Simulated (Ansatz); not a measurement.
An Ansatz (a quantum-chemistry and plane-wave program) run. Input:

Ansatz 0.2 input:
```yaml
crystal:
  lattice:
    - [3.5843509548, 0.0, 0.0]
    - [-1.7921754774, 3.1041389829, 0.0]
    - [0.0, 0.0, 11.560865664]
  atoms:
    - { symbol: La, position: [0.0, 0.0, 0.0] }
    - { symbol: La, position: [0.0, 0.0, 0.5] }
    - { symbol: La, position: [0.3333333333, 0.6666666667, 0.25] }
    - { symbol: La, position: [0.6666666667, 0.3333333333, 0.75] }
kpoints:
  mp_grid: { grid: [23, 23, 7] }
hamiltonian:
  xc: lda
  pseudopotentials: { azcp: { folder: ./paw }, kind: paw }
scf:
  occupations: { method: fermi_dirac, width: 0.1 }
elastic: { mode: relaxed_ion, stencil: two_point, amplitude: 0.005, f_tol: 0.0005 }
```

Output (shortened):

```
Pseudopotential: La, paw, valence charge 11
Functional definition: SPW92
Crystal: 4 atoms, lattice volume = 128.630 Å³
Basis set: ecut = 420 eV, 2469 PW (Γ)
Bands: 27, of which v1, the nominal top of the filled ones, is band 22 counted from 1 (21 counted from 0)
Symmetry: 24 space group operations
Space group: P63/mmc (ITA 194), of the structure as read, at distance tolerance 5.0e-5 Å
k-points: 224 of 3703
automatic band count: the SCF goes on with 32 bands, as 27 were too few: the levels above may hold too much charge
SCF 1 converged in 11 iterations: F = -24305.363889 eV  dr2 = 4.61e-14
Crystal: 4 atoms, lattice volume = 127.987 Å³
Basis set: ecut = 420 eV, 2445 PW (Γ)
Bands: 32, of which v1, the nominal top of the filled ones, is band 22 counted from 1 (21 counted from 0)
Symmetry: 8 space group operations
k-points: 576 of 3703
SCF 2 converged in 10 iterations: F = -24305.362236 eV  dr2 = 2.40e-14
relax step   1: F+E_penalty+E_count = -24305.36223622 eV  Δ(F+E_penalty+E_count) = +0.000e0 eV  max|allowed force component| = 5.101e-3 eV/Å  Δτ_max = 0.0000 Å  (10 SCF iters, accepted)
Crystal: 4 atoms, lattice volume = 127.987 Å³
SCF 3 converged in 8 iterations: F = -24305.362270 eV  dr2 = 9.67e-15
relax step   2: F+E_penalty+E_count = -24305.36227045 eV  Δ(F+E_penalty+E_count) = -3.423e-5 eV  max|allowed force component| = 1.934e-3 eV/Å  Δτ_max = 0.0049 Å  (8 SCF iters, accepted)
Crystal: 4 atoms, lattice volume = 127.987 Å³
SCF 4 converged in 8 iterations: F = -24305.362276 eV  dr2 = 3.98e-15
relax step   3: F+E_penalty+E_count = -24305.36227620 eV  Δ(F+E_penalty+E_count) = -5.750e-6 eV  max|allowed force component| = 1.275e-6 eV/Å  Δτ_max = 0.0030 Å  (8 SCF iters, accepted)
Crystal: 4 atoms, lattice volume = 127.987 Å³
SCF 5 converged in 2 iterations: F = -24305.362276 eV  dr2 = 1.59e-15
Crystal: 4 atoms, lattice volume = 129.273 Å³
Basis set: ecut = 420 eV, 2475 PW (Γ)
SCF 6 converged in 10 iterations: F = -24305.364249 eV  dr2 = 2.15e-14
relax step   1: F+E_penalty+E_count = -24305.36424921 eV  Δ(F+E_penalty+E_count) = +0.000e0 eV  max|allowed force component| = 5.001e-3 eV/Å  Δτ_max = 0.0000 Å  (10 SCF iters, accepted)
Crystal: 4 atoms, lattice volume = 129.273 Å³
SCF 7 converged in 8 iterations: F = -24305.364286 eV  dr2 = 1.92e-14
relax step   2: F+E_penalty+E_count = -24305.36428644 eV  Δ(F+E_penalty+E_count) = -3.723e-5 eV  max|allowed force component| = 1.612e-4 eV/Å  Δτ_max = 0.0077 Å  (8 SCF iters, accepted)
Crystal: 4 atoms, lattice volume = 129.273 Å³
SCF 8 converged in 2 iterations: F = -24305.364286 eV  dr2 = 8.01e-15
Crystal: 4 atoms, lattice volume = 127.987 Å³
SCF 9 converged in 9 iterations: F = -24305.363249 eV  dr2 = 2.96e-15
Crystal: 4 atoms, lattice volume = 129.273 Å³
Basis set: ecut = 420 eV, 2481 PW (Γ)
SCF 10 converged in 6 iterations: F = -24305.363175 eV  dr2 = 5.89e-14
Crystal: 4 atoms, lattice volume = 128.629 Å³
Basis set: ecut = 420 eV, 2461 PW (Γ)
Symmetry: 4 space group operations
k-points: 972 of 3703
SCF 11 converged in 10 iterations: F = -24305.363724 eV  dr2 = 2.04e-14
relax step   1: F+E_penalty+E_count = -24305.36372376 eV  Δ(F+E_penalty+E_count) = +0.000e0 eV  max|allowed force component| = 3.294e-5 eV/Å  Δτ_max = 0.0000 Å  (10 SCF iters, accepted)
Crystal: 4 atoms, lattice volume = 128.629 Å³
SCF 12 converged in 2 iterations: F = -24305.363724 eV  dr2 = 7.42e-15
Crystal: 4 atoms, lattice volume = 128.629 Å³
SCF 13 converged in 10 iterations: F = -24305.363724 eV  dr2 = 2.99e-14
relax step   1: F+E_penalty+E_count = -24305.36372376 eV  Δ(F+E_penalty+E_count) = +0.000e0 eV  max|allowed force component| = 3.294e-5 eV/Å  Δτ_max = 0.0000 Å  (10 SCF iters, accepted)
Crystal: 4 atoms, lattice volume = 128.629 Å³
SCF 14 converged in 2 iterations: F = -24305.363724 eV  dr2 = 9.10e-15
SCF converged after 11 iterations
Free energy (F): -24305.363889 eV
Harris-Foulkes:  -24305.363889 eV  (|F-HF|=3.64e-12)
Internal energy: -24305.168753 eV  (E = F + TS)
E sigma→0 (E₀):  -24305.266321 eV
Entropy (-TS):   -0.195136 eV (-48.784 meV/atom)
Fermi energy:    12.683254 eV
--- Per-component energies (eV) ---
  E_band       = -102.531870
  E_kinetic    = 756.633422
  E_local      = -1096.362919  (includes V_loc(G=0)·N_el)
  E_nonlocal   = 363.669256
  E_hartree    = 381.208207
  E_xc         = -571.619199
  E_vxc        = -584.907795  (∫ρ·V_xc dr)
  E_paw        = -20975.082566  (= ΣΔE_a)
  E_vpaw       = -303.980246  (= ΣTr[D̂ρ^β])
  E_aug_tail   = -0.000003  (compensation charges beyond the density's cutoff)
  E_ewald      = -3164.902255
  E_core_change = 1.287305  (= ΣΔE_core)
  E_smearing   = -0.195136  (= −TS)
  E_closure    = 0.000000  (closes the sum)
  Σ components = -24305.363889   (vs F -24305.363889, Δ=0.00e0)
--- Forces (eV/Å), atoms counted from 1 ---
  atom   1  La     0.00000000     0.00000000     0.00000000
  atom   2  La     0.00000000     0.00000000     0.00000000
  atom   3  La     0.00000000     0.00000000     0.00000000
  atom   4  La     0.00000000     0.00000000     0.00000000
  max |Σ_I F_I| component: 2.31e-18 eV/Å
--- Stress (GPa, compression-positive) ---
        0.249123       0.000000       0.000000
        0.000000       0.249123       0.000000
        0.000000       0.000000      -0.011249
  P = ⅓ Tr σ = 0.1623 GPa (1.623 kbar)
--- Band table (eV; the first three rows and the last of 224) ---
  k-point 0: bands = ["-20.0916", "-19.9213", "-19.9146", "-19.7346", "-4.7325", "-3.7569", "-3.7510", "-2.9139", "-2.9139", "-2.7779", "-2.7779", "-2.7732", "-2.7732", "-2.6318", "-2.6318", "-2.5993", "9.5874", "10.7282", "10.9390", "10.9602", "13.2928", …
  k-point 1: bands = ["-20.0873", "-19.9575", "-19.8779", "-19.7393", "-4.7094", "-3.9836", "-3.5159", "-2.9105", "-2.9105", "-2.8069", "-2.8069", "-2.7440", "-2.7440", "-2.6355", "-2.6355", "-2.6314", "9.6369", "10.7412", "10.8019", "10.9939", "13.2299", …
  k-point 2: bands = ["-20.0748", "-19.9945", "-19.8396", "-19.7532", "-4.6411", "-4.1948", "-3.2810", "-2.9004", "-2.9004", "-2.8363", "-2.8363", "-2.7250", "-2.7139", "-2.7139", "-2.6463", "-2.6463", "9.7806", "10.5615", "10.7787", "10.9654", "13.2330", …
  k-point 223: bands = ["-19.6777", "-19.6764", "-19.6630", "-19.6618", "-4.2719", "-4.2718", "-4.1992", "-4.1302", "-3.9228", "-3.8904", "-3.7908", "-3.7461", "-3.2242", "-3.1523", "-3.1169", "-3.0915", "11.2758", "11.2825", "12.1697", "12.3794", "12.6461", …
--- Elastic constants: 3 strain directions × 2 members + reference (group order 24) ---
  dense FFT box of the reference and of every strained cell: 25×25×80
  strains applied: 11, 33, 23; error gains …
  C = ∂σ_k/∂η_j (tension-positive GPa; Voigt order 11 22 33 23 13 12):
        60.555     18.430     10.166      0.000      0.000      0.000
        18.430     60.555     10.166      0.000      0.000      0.000
         9.910      9.910     67.457      0.000      0.000      0.000
         0.000      0.000      0.000     16.404      0.000      0.000
         0.000      0.000      0.000      0.000     16.404      0.000
         0.000      0.000      0.000      0.000      0.000     21.062
  reference stress σ⁰ (GPa):     -0.249     -0.249      0.011      0.000      0.000      0.000
  moduli (Voigt/Reuss/Hill, GPa): K = 29.51/29.51/29.51   G = 20.78/19.89/20.33   E = 49.60   ν = 0.220
  mechanically stable: yes (min eigenvalue of sym C = 16.40 GPa)
  strain η (Voigt 11):  stress-route row diagonal C_11 = 60.56 GPa, energy-path curvature d²(F+E_count+ΔE)/dδ²/Ω₀ = 60.56 GPa
         δ    σ_11 (GPa)             F (eV)   n_scf  n_hpsi   n_pw
    -5.000e-3      -0.5560      -24305.3622762       2  218195   2536   relax 3 steps, max|allowed force component| 1.27e-6 eV/Å
     5.000e-3       0.0496      -24305.3642864       2  220128   2568   relax 2 steps, max|allowed force component| 1.61e-4 eV/Å
  strain η (Voigt 33):  stress-route row diagonal C_33 = 67.46 GPa, energy-path curvature d²(F+E_count+ΔE)/dδ²/Ω₀ = 67.45 GPa
         δ    σ_33 (GPa)             F (eV)   n_scf  n_hpsi   n_pw
    -5.000e-3      -0.3325      -24305.3632491       9  167407   2544   relax 0 steps, max|allowed force component| 6.94e-18 eV/Å
     5.000e-3       0.3421      -24305.3631754       6  133799   2564   relax 0 steps, max|allowed force component| 1.01e-17 eV/Å
  strain η (Voigt 23):  stress-route row diagonal C_44 = 16.40 GPa, energy-path curvature d²(F+E_count+ΔE)/dδ²/Ω₀ = 16.47 GPa
         δ    σ_23 (GPa)             F (eV)   n_scf  n_hpsi   n_pw
    -5.000e-3      -0.0820      -24305.3637238       2  368365   2554   relax 1 steps, max|allowed force component| 3.29e-5 eV/Å
     5.000e-3       0.0820      -24305.3637238       2  369593   2554   relax 1 steps, max|allowed force component| 3.29e-5 eV/Å
```

Cost: around 20 core-minutes (rough) on shared cores.

Space group P6_3/mmc (dhcp (α-La type)). The cell was relaxed with LDA under the symmetry of its start. As this level gives no gap, shear constants depend on the k-mesh and smearing (Fermi–Dirac, 0.1 eV here). Axis ratios of metals converge slowly with the k-mesh, so a and c are less sure than the volume. Scalar-relativistic: spin–orbit coupling is off unless named, which matters more the heavier the elements.

Potentials: the earlier of the program's two PAW sets. The files were generated under PBE; for other functionals the program regenerates the frozen cores, and for LDA and PBEsol the local potential too.

Ansatz is a plane-wave DFT program.
